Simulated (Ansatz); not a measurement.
Ga$_{2}$Cu:
```yaml
crystal:
  lattice:
    - [2.79452, 0.00000, 0.00000]
    - [0.00000, 2.79452, 0.00000]
    - [0.00000, 0.00000, 5.76866]
  atoms:
    - { symbol: Ga, position: [0.50000, 0.50000, 0.28403] }
    - { symbol: Ga, position: [0.50000, 0.50000, 0.71597] }
    - { symbol: Cu, position: [0.00000, 0.00000, 0.00000] }
```

Relaxed with PBEsol. Special points in fractions of this cell's reciprocal vectors: Γ (0.000, 0.000, 0.000); X (0.000, 0.500, 0.000); M (0.500, 0.500, 0.000); Z (0.000, 0.000, 0.500); R (0.000, 0.500, 0.500); A (0.500, 0.500, 0.500).

Q: List the band energies nearest the Fermi level at these points for the program Ansatz at the PBEsol level (PAW).

A: In eV from the Fermi level; about four levels below and three above (degenerate sets whole), none deeper than 8.9 eV; points with the same levels are listed once.

```
k                    below                above
-  -----------------------  -------------------
Γ  -3.51 -3.51 -3.42 -3.14       6.11 6.69 6.69
X  -2.48 -2.46 -2.43 -0.77     1.99 10.51 10.86
M  -2.77 -2.26 -2.26 -1.65  1.55 2.34 2.56 2.56
Z  -3.52 -3.52 -3.14 -1.53       0.85 7.73 7.73
R  -3.60 -3.54 -3.38 -2.13       3.62 3.88 5.96
A  -2.77 -2.05 -1.27 -1.27       0.30 0.30 1.05
```

Space group P4/mmm. The workflow started from a Materials Project entry (that database holds measured and hypothetical structures alike); the Crystallography Open Database files this formula in space group No. 123, but the cells were not matched. Its standing as an ambient phase is unchecked. The PBEsol relaxation kept the symmetry of its start; of distortions, only those at the zone centre were tested. The run is not spin-polarised. Scalar-relativistic: spin–orbit coupling is off unless named, which matters more the heavier the elements.

Potentials: the later of the program's two PAW sets.
